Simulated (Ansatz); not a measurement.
The guess for InGa2N3 was made by a generator: random cell by space group and Wyckoff sites (R-3m, No. 166). Lengths were set from tabulated atomic sizes, so they are only a guess.

```
CELL_PARAMETERS angstrom
2.64103 1.52480 4.45548
-2.64103 1.52480 4.45548
0.00000 -3.04960 4.45548
ATOMIC_POSITIONS crystal
In 0.00000 0.00000 0.00000
Ga 0.34155 0.34155 0.34155
Ga 0.65845 0.65845 0.65845
N 0.00000 0.00000 0.50000
N 0.50000 0.00000 0.00000
N 0.00000 0.50000 0.00000
```

Theory: Ansatz 0.2.0, DFT PBE, scalar-relativistic, plane waves, PAW. Cutoff 420 eV, Gaussian smearing, Γ-centred meshes. Cell and atoms relax first on a coarse mesh and then on a finer one. In between, the cell is made exact in the group found at 0.06 Å. In metals the finer mesh still leaves noise of several meV/atom or more. The steps can't lower the symmetry of their start. No spin polarisation.

A guess keeps its type if space group and coordination stay and the shape of the cell changes little (axis ratios within about 15 %, angles within 6°); the volume may change.

Q: Does this structure survive the relaxation?

A: It doesn't keep its type. The symmetry stays R-3m (No. 166). The volume per atom shrinks by 9.6 %, from 17.9 to 16.2 Å³. The shortest distance goes from 2.64 Å (N–N) to 1.96 Å (Ga–N). The ratio c/a of the conventional cell changes by a factor of 0.65. Counting neighbours within 15 % of an atom's shortest distance, the start has Ga 9, In 12, N 8 and the end Ga 3, In 8, N 2. In detail, at the end In has 6 N at 2.35 Å and 2 Ga at 2.60 Å; around Ga lie 3 N at 1.96 Å and 1 In at 2.60 Å; N is surrounded by 2 Ga at 1.96 Å and 2 In at 2.35 Å.

```cif
data_structure
_symmetry_space_group_name_H-M 'R-3m:H'
_symmetry_Int_Tables_number 166
_cell_length_a 5.8869
_cell_length_b 5.8869
_cell_length_c 9.7267
_cell_angle_alpha 90.000
_cell_angle_beta 90.000
_cell_angle_gamma 120.000
_cell_volume 291.93
loop_
_atom_site_label
_atom_site_type_symbol
_atom_site_symmetry_multiplicity
_atom_site_Wyckoff_symbol
_atom_site_fract_x
_atom_site_fract_y
_atom_site_fract_z
_atom_site_occupancy
In1 In 3 a 0.00000 0.00000 0.00000 1
Ga1 Ga 6 c 0.33333 0.66667 0.93363 1
N1 N 9 d 0.16667 0.33333 0.83333 1
```

The last run used a 12×12×12 mesh for its 6-atom cell and Gaussian smearing of 0.10 eV. The cell is a metal run without spin; a magnetic state may lie lower. A structure relaxed within its symmetry needn't be a true minimum. Another cell of InGa2N3 relaxed alike, in Cmc2_1 (a Materials Project cell), lies 1.21 eV/atom lower, so this cell isn't the stable form at this level.
